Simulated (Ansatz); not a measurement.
The following input was run with Ansatz 0.2.0.

```yaml
crystal:
  lattice:
    - [0.0, 2.9252490205, 2.9252490205]
    - [2.9252490205, 0.0, 2.9252490205]
    - [2.9252490205, 2.9252490205, 0.0]
  atoms:
    - { symbol: B, position: [0.0, 0.0, 0.0] }
    - { symbol: Ag, position: [0.25, 0.25, 0.25] }
    - { symbol: Ag, position: [0.75, 0.75, 0.75] }
    - { symbol: Ag, position: [0.5, 0.5, 0.5] }
basis:
  ecutwfc: 420
kpoints:
  mp_grid: { grid: [12, 12, 12] }
hamiltonian:
  xc: pbesol
scf:
  occupations: { method: gaussian, width: 0.1 }
output:
  forces: true
  stress: true
  eigenvalues: true
  populations: true
```

Run as
```bash
ansatz run input.yaml --threads 1 --pin off --max-ram 1331MiB --backend cpu --events-out ev --progress --plain --runs-dir out
```

Computed with DFT PBEsol, scalar-relativistic, plane waves, PAW (Ansatz 0.2.0).

Abridged output:

```
Pseudopotentials: kind: paw
Pseudopotential: B, paw, valence charge 3, recommended cutoff 420 eV (normal)
Pseudopotential: Ag, paw, valence charge 19, recommended cutoff 420 eV (normal)
Functional definition: PBEsol
Crystal: 4 atoms, lattice volume = 50.063 Å³
Basis set: ecut = 420 eV, 941 PW (Γ), exchange–correlation on 60×60×60 points (8 copies of the dense FFT grid, shifted against one another)
Bands: 36, of which v1, the nominal top of the filled ones, is band 30 counted from 1 (29 counted from 0)
Symmetry: 48 space group operations
Space group: Fm-3m (ITA 225), of the structure as read, at distance tolerance 3.7e-5 Å
k-points: 72 of 1728
Initial density: superposition of atomic densities (neutral atoms: chi_scale 0, normalization atom), corrected by the library's trained network
Initial wavefunctions: pseudopotential atomic-orbital guess
Functional: x = pbesol(κ = 0.804, μ = 0.12345679), c = pbesol(β = 0.046)
SCF iter   1: F=—  HF=-22715.518485 eV  |F-HF|=—  |Δ(HF+E_count)|=         —  Δρ=8.67e-3  dr2=3.76e-2  ethr=1.77e-3  ⟨swp⟩=4.8  Hψ=8416  notcnv=0  defer=20
SCF iter   2: F=—  HF=-22715.509133 eV  |F-HF|=—  |Δ(HF+E_count)|=   9.35e-3  Δρ=3.94e-3  dr2=1.03e-2  ethr=6.27e-5  ⟨swp⟩=2.0  Hψ=4441  notcnv=0  defer=29
SCF iter   3: F=—  HF=-22715.506002 eV  |F-HF|=—  |Δ(HF+E_count)|=   3.13e-3  Δρ=8.69e-4  dr2=5.50e-4  ethr=1.72e-5  ⟨swp⟩=1.9  Hψ=3350  notcnv=0  defer=29
SCF iter   4: F=—  HF=-22715.505852 eV  |F-HF|=—  |Δ(HF+E_count)|=   1.50e-4  Δρ=2.26e-4  dr2=1.98e-5  ethr=9.17e-7  ⟨swp⟩=2.1  Hψ=3581  notcnv=0  defer=29
SCF iter   5: F=—  HF=-22715.505833 eV  |F-HF|=—  |Δ(HF+E_count)|=   1.91e-5  Δρ=8.24e-5  dr2=3.78e-6  ethr=3.29e-8  ⟨swp⟩=2.5  Hψ=4322  notcnv=0  defer=29
SCF iter   6: F=—  HF=-22715.505832 eV  |F-HF|=—  |Δ(HF+E_count)|=   9.19e-7  Δρ=2.27e-5  dr2=1.71e-7  ethr=6.30e-9  ⟨swp⟩=2.1  Hψ=3663  notcnv=0  defer=29
SCF iter   7: F=-22715.505832 eV  HF=-22715.505832 eV  |F-HF|=9.97e-10  |Δ(HF+E_count)|=   4.13e-8  Δρ=2.32e-6  dr2=2.11e-9  ethr=1.67e-10  ⟨swp⟩=7.6  Hψ=9257  notcnv=0
SCF 1 converged in 7 iterations: F = -22715.505832 eV  dr2 = 2.11e-9
SCF converged after 7 iterations
Free energy (F): -22715.505832 eV
Harris-Foulkes:  -22715.505832 eV  (|F-HF|=9.97e-10)
Internal energy: -22715.497927 eV  (E = F + TS)
E sigma→0 (E₀):  -22715.501879 eV
Entropy (-TS):   -0.007906 eV (-1.976 meV/atom)
Fermi energy:    20.357871 eV
--- Per-component energies (eV) ---
  E_band       = -542.828929
  E_kinetic    = 1634.834383
  E_local      = -6568.727070  (includes V_loc(G=0)·N_el)
  E_nonlocal   = 258.158986
  E_hartree    = 3056.470172
  E_xc         = -587.011058
  E_vxc        = -746.741430  (∫ρ·V_xc dr)
  E_paw        = -11577.620764  (= ΣΔE_a)
  E_vpaw       = -1233.291101  (= ΣTr[D̂ρ^β])
  E_aug_tail   = 0.000869  (compensation charges beyond the density's cutoff)
  E_ewald      = -8932.586374
  E_core_change = 0.982928  (= ΣΔE_core)
  E_smearing   = -0.007906  (= −TS)
--- Forces (eV/Å), atoms counted from 1 ---
  atom   1  B      0.00000000     0.00000000     0.00000000
  atom   2  Ag     0.00000000     0.00000000     0.00000000
  atom   3  Ag     0.00000000     0.00000000     0.00000000
  atom   4  Ag     0.00000000     0.00000000     0.00000000
--- Stress (GPa, compression-positive) ---
       29.788172       0.000000       0.000000
        0.000000      29.788172       0.000000
        0.000000       0.000000      29.788172
  P = ⅓ Tr σ = 29.7882 GPa (297.882 kbar)
--- Band table (eV; the first three rows and the last of 72) ---
  k-point 0: bands = ["-72.4763", "-72.4463", "-72.2903", "-36.0411", "-36.0411", "-36.0411", "-36.0027", "-36.0027", "-36.0027", "-35.7477", "-35.7477", "-35.7477", "9.3002", "12.5709", "12.5709", "13.1569", "13.1569", "13.1569", "13.8695", "13.8695", "13.8695", "16.4440", "16.4440", "16.4475", "16.4475", "16.4475", "16.5913", "16.5913", "21.0714", "22.3351", "22.3351", "22.3351", "26.5350", "26.5350", "26.5350", "28.9690"]
  k-point 1: bands = ["-72.4753", "-72.4466", "-72.2910", "-36.0506", "-36.0464", "-36.0464", "-35.9983", "-35.9983", "-35.9898", "-35.7513", "-35.7468", "-35.7468", "9.3961", "12.5785", "12.5785", "13.0672", "13.2051", "13.2051", "13.8789", "13.8789", "13.9761", "16.2701", "16.2927", "16.2927", "16.4305", "16.4305", "16.6754", "16.6754", "21.0050", "22.3225", "22.3225", "22.4355", "25.7166", "26.4635", "26.4635", "29.0066"]
  k-point 2: bands = ["-72.4727", "-72.4473", "-72.2929", "-36.0625", "-36.0574", "-36.0574", "-35.9898", "-35.9898", "-35.9694", "-35.7604", "-35.7443", "-35.7443", "9.6743", "12.6184", "12.6184", "12.9297", "13.3022", "13.3022", "13.9309", "13.9309", "14.1457", "15.8286", "16.0188", "16.0188", "16.3978", "16.3978", "16.7422", "16.7422", "20.7818", "22.2922", "22.2922", "22.4552", "24.8219", "26.2434", "26.2434", "29.0745"]
  k-point 71: bands = ["-72.4537", "-72.4537", "-72.3056", "-36.1392", "-36.0591", "-36.0591", "-36.0131", "-35.9296", "-35.9290", "-35.7627", "-35.7627", "-35.7235", "11.2575", "12.6166", "12.6166", "13.2645", "13.4764", "14.4759", "14.4759", "14.5702", "14.5702", "14.5790", "15.4096", "15.8768", "16.4058", "16.4659", "16.4659", "17.2976", "17.3217", "18.0220", "18.0220", "25.3186", "25.4671", "26.7388", "26.7388", "30.3510"]
--- Löwdin populations: 4 sites ---
  site symbol q [e]
     0      B      4.2413
     1     Ag     18.4135
     2     Ag     18.4135
     3     Ag     18.5506
  spilling = 0.006353 (of n_electrons = 60.000000)
```

Self-consistency was reached.